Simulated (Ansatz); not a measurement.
Ansatz (a program for electronic structure) input:

Ansatz 0.2 input:
```yaml
crystal:
  lattice:
    - [3.5495611038, 0.0, 0.0]
    - [0.0, 3.5495611038, 0.0]
    - [0.0, 0.0, 3.5495611038]
  atoms:
    - { symbol: Au, position: [0.0, 0.0, 0.0] }
    - { symbol: Y, position: [0.5, 0.5, 0.5] }
kpoints:
  mp_grid: { grid: [24, 24, 24] }
hamiltonian:
  xc: pbesol
  pseudopotentials: { kind: paw }
scf:
  occupations: { method: fermi_dirac, width: 0.1 }
elastic: { mode: relaxed_ion, stencil: two_point, amplitude: 0.005, f_tol: 0.0005 }
```

Output (shortened):

```
Pseudopotential: Au, paw, valence charge 19
Pseudopotential: Y, paw, valence charge 11
Functional definition: PBEsol
Crystal: 2 atoms, lattice volume = 44.722 Å³
Basis set: ecut = 420 eV, 895 PW (Γ), exchange–correlation on 48×48×48 points (8 copies of the dense FFT grid, shifted against one another)
Bands: 19, of which v1, the nominal top of the filled ones, is band 15 counted from 1 (14 counted from 0)
Symmetry: 48 space group operations
Space group: Pm-3m (ITA 221), of the structure as read, at distance tolerance 3.5e-5 Å
k-points: 455 of 13824
SCF iter   1: F=—  HF=-16803.931105 eV  |F-HF|=—  |Δ(HF+E_count)|=         —  Δρ=4.42e-3  dr2=9.71e-3  ethr=1.77e-3  ⟨swp⟩=4.5  Hψ=34435  notcnv=0
preconditioner: auto → Kerker (q_TF=auto, 2.553 Å⁻¹)
SCF iter   2: F=—  HF=-16803.930273 eV  |F-HF|=—  |Δ(HF+E_count)|=   8.32e-4  Δρ=1.80e-3  dr2=1.37e-3  ethr=3.24e-5  ⟨swp⟩=2.0  Hψ=14780  notcnv=0
SCF iter   3: F=—  HF=-16803.929850 eV  |F-HF|=—  |Δ(HF+E_count)|=   4.23e-4  Δρ=6.93e-4  dr2=2.22e-4  ethr=4.56e-6  ⟨swp⟩=2.4  Hψ=12760  notcnv=0
SCF iter   4: F=—  HF=-16803.929779 eV  |F-HF|=—  |Δ(HF+E_count)|=   7.11e-5  Δρ=1.20e-4  dr2=3.79e-6  ethr=7.39e-7  ⟨swp⟩=2.0  Hψ=13128  notcnv=0
SCF iter   5: F=—  HF=-16803.929752 eV  |F-HF|=—  |Δ(HF+E_count)|=   2.66e-5  Δρ=2.33e-5  dr2=2.66e-7  ethr=1.26e-8  ⟨swp⟩=2.5  Hψ=13983  notcnv=0
SCF iter   6: F=—  HF=-16803.929752 eV  |F-HF|=—  |Δ(HF+E_count)|=   3.00e-7  Δρ=4.40e-6  dr2=6.67e-9  ethr=8.88e-10  ⟨swp⟩=2.0  Hψ=11614  notcnv=0
SCF iter   7: F=—  HF=-16803.929752 eV  |F-HF|=—  |Δ(HF+E_count)|=  5.82e-10  Δρ=5.96e-7  dr2=1.72e-10  ethr=2.22e-11  ⟨swp⟩=2.6  Hψ=15294  notcnv=0
SCF iter   8: F=—  HF=-16803.929752 eV  |F-HF|=—  |Δ(HF+E_count)|=  1.09e-11  Δρ=1.33e-7  dr2=8.37e-12  ethr=5.75e-13 (applied; sched 1.00e-12)  ⟨swp⟩=2.2  Hψ=11434  notcnv=0
SCF iter  10: F=-16803.929752 eV  HF=-16803.929752 eV  |F-HF|=3.64e-12  |Δ(HF+E_count)|=  3.64e-12  Δρ=4.17e-9  dr2=6.71e-15  ethr=1.00e-12  ⟨swp⟩=4.0  Hψ=26426  notcnv=0
SCF 1 converged in 10 iterations: F = -16803.929752 eV  dr2 = 6.71e-15
Crystal: 2 atoms, lattice volume = 44.499 Å³
Basis set: ecut = 420 eV, 879 PW (Γ), exchange–correlation on 48×48×48 points (8 copies of the dense FFT grid, shifted against one another)
Symmetry: 16 space group operations
k-points: 1183 of 13824
iter 1 solved again at ethr=2.88e-6 eV; its pass at ethr=3.10e-3 eV (dr2=8.65e-4 eV) is discarded
SCF iter   1: F=—  HF=-16803.929441 eV  |F-HF|=—  |Δ(HF+E_count)|=         —  Δρ=1.01e-3  dr2=9.10e-4  ethr=2.88e-6  ⟨swp⟩=2.1  Hψ=117706  notcnv=0
preconditioner: auto → Kerker (q_TF=auto, 2.555 Å⁻¹)
SCF iter   2: F=—  HF=-16803.929249 eV  |F-HF|=—  |Δ(HF+E_count)|=   1.91e-4  Δρ=4.18e-4  dr2=1.34e-4  ethr=2.88e-6  ⟨swp⟩=2.2  Hψ=29481  notcnv=0
SCF iter   3: F=—  HF=-16803.929210 eV  |F-HF|=—  |Δ(HF+E_count)|=   3.94e-5  Δρ=1.61e-4  dr2=2.00e-5  ethr=4.45e-7  ⟨swp⟩=2.0  Hψ=30247  notcnv=0
SCF iter   4: F=—  HF=-16803.929174 eV  |F-HF|=—  |Δ(HF+E_count)|=   3.55e-5  Δρ=3.68e-5  dr2=7.28e-7  ethr=6.66e-8  ⟨swp⟩=2.1  Hψ=30571  notcnv=0
SCF iter   5: F=—  HF=-16803.929174 eV  |F-HF|=—  |Δ(HF+E_count)|=   2.64e-7  Δρ=1.37e-5  dr2=9.56e-8  ethr=2.43e-9  ⟨swp⟩=2.1  Hψ=34874  notcnv=0
SCF iter   6: F=—  HF=-16803.929174 eV  |F-HF|=—  |Δ(HF+E_count)|=   1.93e-8  Δρ=1.57e-6  dr2=1.46e-9  ethr=3.19e-10  ⟨swp⟩=2.0  Hψ=35697  notcnv=0
SCF iter   7: F=—  HF=-16803.929174 eV  |F-HF|=—  |Δ(HF+E_count)|=  2.51e-10  Δρ=3.74e-7  dr2=8.56e-11  ethr=4.86e-12  ⟨swp⟩=2.1  Hψ=38640  notcnv=0
SCF iter   8: F=—  HF=-16803.929174 eV  |F-HF|=—  |Δ(HF+E_count)|=  1.09e-11  Δρ=5.72e-8  dr2=1.45e-12  ethr=2.85e-13 (applied; sched 1.00e-12)  ⟨swp⟩=2.0  Hψ=29495  notcnv=0
SCF iter   9: F=-16803.929174 eV  HF=-16803.929174 eV  |F-HF|=3.64e-12  |Δ(HF+E_count)|=  7.28e-12  Δρ=1.36e-8  dr2=8.45e-14  ethr=1.00e-12  ⟨swp⟩=4.7  Hψ=81832  notcnv=0
SCF 2 converged in 9 iterations: F = -16803.929174 eV  dr2 = 8.45e-14
Crystal: 2 atoms, lattice volume = 44.946 Å³
iter 1 solved again at ethr=1.08e-9 eV; its pass at ethr=3.10e-3 eV (dr2=3.23e-7 eV) is discarded
SCF iter   1: F=—  HF=-16803.929402 eV  |F-HF|=—  |Δ(HF+E_count)|=         —  Δρ=1.30e-4  dr2=3.23e-7  ethr=1.08e-9  ⟨swp⟩=2.1  Hψ=115654  notcnv=0
preconditioner: auto → Kerker (q_TF=auto, 2.551 Å⁻¹)
SCF iter   2: F=—  HF=-16803.929379 eV  |F-HF|=—  |Δ(HF+E_count)|=   2.29e-5  Δρ=6.60e-5  dr2=9.86e-8  ethr=1.08e-9  ⟨swp⟩=1.0  Hψ=22477  notcnv=0
SCF iter   3: F=—  HF=-16803.929380 eV  |F-HF|=—  |Δ(HF+E_count)|=   1.23e-6  Δρ=2.27e-6  dr2=4.87e-9  ethr=3.29e-10  ⟨swp⟩=1.9  Hψ=24656  notcnv=0
SCF iter   4: F=—  HF=-16803.929380 eV  |F-HF|=—  |Δ(HF+E_count)|=   2.41e-9  Δρ=2.23e-6  dr2=7.01e-10  ethr=1.62e-11  ⟨swp⟩=2.2  Hψ=31052  notcnv=0
SCF iter   5: F=—  HF=-16803.929380 eV  |F-HF|=—  |Δ(HF+E_count)|=  9.90e-10  Δρ=2.33e-7  dr2=1.49e-11  ethr=2.34e-12  ⟨swp⟩=2.2  Hψ=33299  notcnv=0
SCF iter   6: F=—  HF=-16803.929380 eV  |F-HF|=—  |Δ(HF+E_count)|=  7.28e-12  Δρ=4.32e-8  dr2=9.99e-13  ethr=4.97e-14 (applied; sched 1.00e-12)  ⟨swp⟩=2.0  Hψ=37886  notcnv=0
SCF iter   7: F=-16803.929380 eV  HF=-16803.929380 eV  |F-HF|=7.28e-12  |Δ(HF+E_count)|=  3.64e-12  Δρ=1.04e-8  dr2=4.93e-14  ethr=1.00e-12  ⟨swp⟩=4.1  Hψ=74341  notcnv=0
SCF 3 converged in 7 iterations: F = -16803.929380 eV  dr2 = 4.93e-14
Crystal: 2 atoms, lattice volume = 44.722 Å³
Symmetry: 8 space group operations
k-points: 2041 of 13824
iter 1 solved again at ethr=2.14e-7 eV; its pass at ethr=3.10e-3 eV (dr2=6.43e-5 eV) is discarded
SCF iter   1: F=—  HF=-16803.929650 eV  |F-HF|=—  |Δ(HF+E_count)|=         —  Δρ=2.51e-4  dr2=1.21e-5  ethr=2.14e-7  ⟨swp⟩=2.9  Hψ=205466  notcnv=0
preconditioner: auto → Kerker (q_TF=auto, 2.553 Å⁻¹)
SCF iter   2: F=—  HF=-16803.929626 eV  |F-HF|=—  |Δ(HF+E_count)|=   2.38e-5  Δρ=1.42e-4  dr2=4.18e-6  ethr=4.05e-8  ⟨swp⟩=1.0  Hψ=38779  notcnv=0
SCF iter   3: F=—  HF=-16803.929621 eV  |F-HF|=—  |Δ(HF+E_count)|=   5.42e-6  Δρ=1.44e-5  dr2=6.80e-8  ethr=1.39e-8  ⟨swp⟩=2.9  Hψ=69124  notcnv=0
SCF iter   4: F=—  HF=-16803.929621 eV  |F-HF|=—  |Δ(HF+E_count)|=   6.37e-7  Δρ=3.25e-6  dr2=3.94e-9  ethr=2.27e-10  ⟨swp⟩=2.3  Hψ=64606  notcnv=0
SCF iter   5: F=—  HF=-16803.929621 eV  |F-HF|=—  |Δ(HF+E_count)|=  2.62e-10  Δρ=1.02e-6  dr2=3.53e-10  ethr=1.31e-11  ⟨swp⟩=2.2  Hψ=57329  notcnv=0
SCF iter   6: F=—  HF=-16803.929621 eV  |F-HF|=—  |Δ(HF+E_count)|=  4.37e-11  Δρ=3.77e-7  dr2=6.00e-11  ethr=1.18e-12  ⟨swp⟩=2.0  Hψ=67274  notcnv=0
SCF iter   7: F=—  HF=-16803.929621 eV  |F-HF|=—  |Δ(HF+E_count)|=  7.28e-12  Δρ=9.12e-8  dr2=3.36e-12  ethr=2.00e-13 (applied; sched 1.00e-12)  ⟨swp⟩=2.5  Hψ=61151  notcnv=0
SCF iter   8: F=-16803.929621 eV  HF=-16803.929621 eV  |F-HF|=7.28e-12  |Δ(HF+E_count)|=  7.28e-12  Δρ=1.31e-8  dr2=5.46e-14  ethr=1.00e-12  ⟨swp⟩=3.0  Hψ=157561  notcnv=0
SCF 4 converged in 8 iterations: F = -16803.929621 eV  dr2 = 5.46e-14
Crystal: 2 atoms, lattice volume = 44.722 Å³
iter 1 solved again at ethr=3.05e-10 eV; its pass at ethr=3.10e-3 eV (dr2=9.14e-8 eV) is discarded
SCF iter   1: F=—  HF=-16803.929647 eV  |F-HF|=—  |Δ(HF+E_count)|=         —  Δρ=9.54e-5  dr2=9.19e-8  ethr=3.05e-10  ⟨swp⟩=2.1  Hψ=199433  notcnv=0
preconditioner: auto → Kerker (q_TF=auto, 2.553 Å⁻¹)
SCF iter   2: F=—  HF=-16803.929621 eV  |F-HF|=—  |Δ(HF+E_count)|=   2.62e-5  Δρ=4.84e-5  dr2=2.43e-8  ethr=3.05e-10  ⟨swp⟩=1.0  Hψ=38786  notcnv=0
SCF iter   3: F=—  HF=-16803.929621 eV  |F-HF|=—  |Δ(HF+E_count)|=   8.51e-7  Δρ=6.45e-7  dr2=2.71e-10  ethr=8.09e-11  ⟨swp⟩=1.1  Hψ=38925  notcnv=0
SCF iter   4: F=—  HF=-16803.929621 eV  |F-HF|=—  |Δ(HF+E_count)|=  9.09e-11  Δρ=3.98e-7  dr2=6.64e-11  ethr=9.04e-13 (applied; sched 1.00e-12)  ⟨swp⟩=2.2  Hψ=56778  notcnv=0
SCF iter   5: F=—  HF=-16803.929621 eV  |F-HF|=—  |Δ(HF+E_count)|=    0.00e0  Δρ=1.10e-7  dr2=2.73e-12  ethr=2.21e-13 (applied; sched 1.00e-12)  ⟨swp⟩=2.1  Hψ=56347  notcnv=0
SCF iter   6: F=—  HF=-16803.929621 eV  |F-HF|=—  |Δ(HF+E_count)|=  7.28e-12  Δρ=3.68e-8  dr2=1.98e-13  ethr=9.11e-15 (applied; sched 1.00e-12)  ⟨swp⟩=2.0  Hψ=62166  notcnv=0
SCF iter   7: F=-16803.929621 eV  HF=-16803.929621 eV  |F-HF|=0.00e0  |Δ(HF+E_count)|=  7.28e-12  Δρ=3.84e-9  dr2=5.86e-15  ethr=1.00e-12  ⟨swp⟩=4.0  Hψ=115425  notcnv=0
SCF 5 converged in 7 iterations: F = -16803.929621 eV  dr2 = 5.86e-15
SCF converged after 10 iterations
Free energy (F): -16803.929752 eV
Harris-Foulkes:  -16803.929752 eV  (|F-HF|=3.64e-12)
Internal energy: -16803.888469 eV  (E = F + TS)
E sigma→0 (E₀):  -16803.909111 eV
Entropy (-TS):   -0.041284 eV (-20.642 meV/atom)
Fermi energy:    15.158736 eV
--- Per-component energies (eV) ---
  E_band       = -385.163140
  E_kinetic    = 910.640417
  E_local      = -2768.240034  (includes V_loc(G=0)·N_el)
  E_nonlocal   = 125.578289
  E_hartree    = 1119.519814
  E_xc         = -400.180556
  E_vxc        = -475.243564  (∫ρ·V_xc dr)
  E_paw        = -12337.784952  (= ΣΔE_a)
  E_vpaw       = -416.939230  (= ΣTr[D̂ρ^β])
  E_aug_tail   = 0.001350  (compensation charges beyond the density's cutoff)
  E_ewald      = -3453.881050
  E_core_change = 0.458252  (= ΣΔE_core)
  E_smearing   = -0.041284  (= −TS)
  E_closure    =  0.000000  (closes the sum)
  Σ components = -16803.929752   (vs F -16803.929752, Δ=0.00e0)
  [band-id]    e_kinetic+e_local+e_nonlocal+2·e_hartree+e_vxc+e_vpaw+e_augmentation_tail = -385.163142   (vs E_band -385.163140, Δ=-2.43e-6)
--- Forces (eV/Å), atoms counted from 1 ---
  atom   1  Au     0.00000000     0.00000000     0.00000000
  atom   2  Y      0.00000000     0.00000000     0.00000000
  max |Σ_I F_I| component: 0.0 eV/Å
--- Stress (GPa, compression-positive) ---
        0.071813       0.000000       0.000000
        0.000000       0.071813       0.000000
        0.000000       0.000000       0.071813
  P = ⅓ Tr σ = 0.0718 GPa (0.718 kbar)
--- Band table (eV; the first three rows and the last of 455) ---
  k-point 0: bands = ["-91.0386", "-42.3938", "-42.3938", "-42.3938", "-27.6865", "-7.5652", "-7.5652", "-7.5652", "7.5280", "9.4369", "9.4369", "10.7042", "10.7042", "10.7042", "16.0825", "16.0825", "19.7181", "19.7181", "19.7181"]
  k-point 1: bands = ["-91.0386", "-42.3939", "-42.3938", "-42.3938", "-27.6861", "-7.5720", "-7.5648", "-7.5648", "7.5572", "9.4438", "9.4524", "10.7011", "10.7011", "10.7069", "16.0671", "16.0849", "19.5099", "19.5099", "19.7084"]
  k-point 2: bands = ["-91.0386", "-42.3943", "-42.3937", "-42.3937", "-27.6847", "-7.5919", "-7.5636", "-7.5636", "7.6443", "9.4642", "9.4983", "10.6921", "10.6921", "10.7149", "16.0216", "16.0849", "19.1053", "19.1053", "19.6802"]
  k-point 454: bands = ["-91.0383", "-42.4004", "-42.4004", "-42.4004", "-27.6093", "-7.8463", "-7.8463", "-7.8463", "10.1248", "10.1248", "10.1248", "11.4504", "11.4504", "13.3572", "13.3572", "13.3572", "15.1573", "20.7115", "20.7115"]
--- Elastic constants: 2 strain directions × 2 members + reference (group order 48) ---
  dense FFT box of the reference and of every strained cell: 24×24×24
  strains applied: 11, 23; error gains: componentwise 1.00 (the most a stress slope's error grows in a printed constant), spectral 1.73 (1 for all six strains …
  C = ∂σ_k/∂η_j (tension-positive GPa; Voigt order 11 22 33 23 13 12):
       136.160     76.596     76.596      0.000      0.000      0.000
        76.596    136.160     76.596      0.000      0.000      0.000
        76.596     76.596    136.160      0.000      0.000      0.000
         0.000      0.000      0.000     37.367      0.000      0.000
         0.000      0.000      0.000      0.000     37.367      0.000
         0.000      0.000      0.000      0.000      0.000     37.367
  reference stress σ⁰ (GPa):     -0.072     -0.072     -0.072      0.000      0.000      0.000
  C* (energy form; C + prestress term) asymmetry max|C*_kj − C*_jk| = 2.842e-14 GPa — a small one proves nothing (zero by symmetry where the batch's group is …
  moduli (Voigt/Reuss/Hill, GPa): K = 96.45/96.45/96.45   G = 34.33/33.91/34.12   E = 91.57   ν = 0.342
  mechanically stable: yes (min eigenvalue of sym C = 37.37 GPa)
  where every solve meets its electron count the energy-path curvature estimates C_jj along a normal strain and C_jj − ¼(σ⁰_aa + σ⁰_bb) along a shear (ab), of …
  strain η (Voigt 11):  stress-route row diagonal C_11 = 136.16 GPa, energy-path curvature d²(F+E_count+ΔE)/dδ²/Ω₀ = 136.19 GPa
         δ    σ_11 (GPa)             F (eV)   n_scf  n_hpsi   n_pw
    -5.000e-3      -0.7591      -16803.9291739       9  443361    912   relax 0 steps, max|allowed force component| 0.00e0 eV/Å
     5.000e-3       0.6025      -16803.9293800       7  354195    912   relax 0 steps, max|allowed force component| 0.0 eV/Å
  strain η (Voigt 23):  stress-route row diagonal C_44 = 37.37 GPa, energy-path curvature d²(F+E_count+ΔE)/dδ²/Ω₀ = 37.43 GPa
         δ    σ_23 (GPa)             F (eV)   n_scf  n_hpsi   n_pw
    -5.000e-3      -0.1868      -16803.9296215       8  746852    912   relax 0 steps, max|allowed force component| 0.0 eV/Å
     5.000e-3       0.1868      -16803.9296215       7  593458    912   relax 0 steps, max|allowed force component| 0.0 eV/Å
```

Cost: roughly 4 core-minutes on shared cores.

The workflow started from an entry of the Crystallography Open Database (COD). Its standing as an ambient phase is unchecked. The cell was relaxed with PBEsol under the symmetry of its start; of distortions, only those at the zone centre were tested. The run is not spin-polarised. As this level gives no gap, shear constants depend on the k-mesh and smearing (Fermi–Dirac, 0.1 eV here). Scalar-relativistic: spin–orbit coupling is off unless named, which matters more the heavier the elements.

Potentials: the later of the program's two PAW sets.

Ansatz is a plane-wave DFT program.
